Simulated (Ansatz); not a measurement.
AlN:
```
AlN
1.0
    3.11361     0.00000     0.00000
   -1.55680     2.69646     0.00000
    0.00000     0.00000     4.98342
Al N
2 2
Cartesian
  1.55680   0.89882   2.48685
  0.00000   1.79764   4.97856
  1.55680   0.89882   4.39027
  0.00000   1.79764   1.89856
```

Relaxed with PBEsol. Special points in fractions of this cell's reciprocal vectors: Γ (0.000, 0.000, 0.000); M (0.500, 0.000, 0.000); K (0.333, 0.333, 0.000); A (0.000, 0.000, 0.500); L (0.500, 0.000, 0.500); H (0.333, 0.333, 0.500).

Q: List the band energies nearest the valence-band maximum at these points for plane-wave PAW PBEsol (Ansatz code).

A: In eV from the valence-band maximum; about four levels below and three above (degenerate sets whole), none deeper than 8.9 eV; points with the same levels are listed once.

```csv
k,below,above
Γ,-0.88 -0.88 -0.22 -0.22 0.00,4.10 6.54 10.49
M,-3.37 -2.11 -1.80 -0.70,5.67 5.67 8.06
K,-3.81 -3.81 -2.48 -2.41 -2.41,4.89 8.21 9.54 9.54
A,-0.56 -0.56 -0.56 -0.56,6.36 6.36 10.20 10.20
L,-1.48 -1.48 -1.38 -1.38,5.17 5.17 9.12 9.12
H,-3.91 -3.91 -0.80 -0.80,7.28 7.28 7.70 7.70
```

Space group P6_3mc (wurtzite). Symmetry was held in the PBEsol relaxation.

Potentials: the earlier of the program's two PAW sets. The files were generated under PBE; for other functionals the program regenerates the frozen cores, and for LDA and PBEsol the local potential too.
